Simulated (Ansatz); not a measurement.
Relaxed-ion elastic tensor of CdNi$_{3}$N (anti-perovskite, Pm-3m) in GPa (Voigt order), PBEsol in the plane-wave PAW code Ansatz; density 9.17 g/cm³, 10.95 Å³ per atom.

|  | 1 | 2 | 3 | 4 | 5 | 6 |
|---|---|---|---|---|---|---|
| 1 | 335 | 149 | 149 | 0.0 | 0.0 | 0.0 |
| 2 | 149 | 335 | 149 | 0.0 | 0.0 | 0.0 |
| 3 | 149 | 149 | 335 | 0.0 | 0.0 | 0.0 |
| 4 | 0.0 | 0.0 | 0.0 | 65.5 | 0.0 | 0.0 |
| 5 | 0.0 | 0.0 | 0.0 | 0.0 | 65.5 | 0.0 |
| 6 | 0.0 | 0.0 | 0.0 | 0.0 | 0.0 | 65.5 |

Is the crystal mechanically stable?

Yes: the smallest eigenvalue of C is 65.5 GPa.

Work out the Voigt, Reuss and Hill averages.

K_V = 211, K_R = 211, K_H = 211; G_V = 76.5, G_R = 74.3, G_H = 75.4 GPa.

Give Young's modulus, Poisson's ratio, Pugh's ratio and the universal anisotropy index.

E = 9KG/(3K + G) = 202 GPa; ν = 0.34; K/G = 2.80 (ductile by the Pugh limit of 1.75); A_U = 5G_V/G_R + K_V/K_R − 6 = 0.15.

Estimate the sound speeds and the Debye temperature.

v_l = √((K + 4G/3)/ρ) = 5830 m/s, v_t = √(G/ρ) = 2870 m/s, mean 3220 m/s; Θ = (h/k)(3n/4πV)^(1/3) v_m = 432 K.

Give the Zener ratio and Young's modulus along [100], [110] and [111].

A = 2C44/(C11 − C12) = 0.70; 1/E = S11 − 2(S11 − S12 − S44/2)Γ with Γ = 0, 1/4, 1/3 gives 243, 191, 178 GPa.

The workflow started from an entry of the Crystallography Open Database (COD). Whether it is the stable phase at ambient conditions was not checked. The PBEsol relaxation kept the symmetry of its start; its stability against distortions is not shown here. The workflow began spin-polarised and lost its moments. As this level gives no gap, shear constants depend on the k-mesh and smearing (Fermi–Dirac, 0.1 eV here).

Potentials: the later of the program's two PAW sets.
